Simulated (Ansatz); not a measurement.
GaAs:
```
CELL_PARAMETERS angstrom
      7.08690     0.00000     0.00000
      0.00000     7.08690     0.00000
      0.00000     0.00000     7.08690
ATOMIC_POSITIONS crystal
  Ga 0.25000 0.00000 0.50000
  Ga 0.50000 0.25000 0.00000
  Ga 0.50000 0.75000 0.00000
  Ga 0.75000 0.00000 0.50000
  Ga 0.00000 0.50000 0.75000
  Ga 0.00000 0.50000 0.25000
  As 0.25000 0.50000 0.00000
  As 0.00000 0.25000 0.50000
  As 0.00000 0.75000 0.50000
  As 0.75000 0.50000 0.00000
  As 0.50000 0.00000 0.75000
  As 0.50000 0.00000 0.25000
```

Relaxed with PBE. Special points in fractions of this cell's reciprocal vectors: Γ (0.000, 0.000, 0.000); X (0.000, 0.500, 0.000); M (0.500, 0.500, 0.000); R (0.500, 0.500, 0.500).

Q: List the band energies nearest the Fermi level at these points for PBE with spin–orbit coupling (plane waves, PAW; program Ansatz).

A: In eV from the Fermi level; about four levels below and three above (degenerate sets whole), none deeper than 8.9 eV; points with the same levels are listed once.

| k | below | above |
|---|---|---|
| Γ | 0.00 0.00 0.00 0.00 | 0.78 0.78 0.78 0.78 |
| X | -0.40 -0.40 -0.40 -0.40 | 0.73 0.73 0.73 0.73 |
| M | -0.93 -0.93 -0.45 -0.45 | 1.54 1.54 1.61 1.61 |
| R | -1.63 -1.63 -1.63 -1.63 -1.63 -1.63 -1.63 -1.63 | 2.73 2.73 2.73 2.73 2.73 2.73 2.73 2.73 |

Space group Pm-3n. The start of the workflow was typed in or built on a structure type; neither database checked (COD, Materials Project) lists it. It is not the phase usual at ambient conditions (space group No. 216). The cell was relaxed with PBE under the symmetry of its start; whether a distortion lowers the energy is not shown. The volume moved by 27 % from the start of the relaxation. The Fermi level of a semimetal is unsure by some 0.05 eV on such meshes.

Potentials: the earlier of the program's two PAW sets.
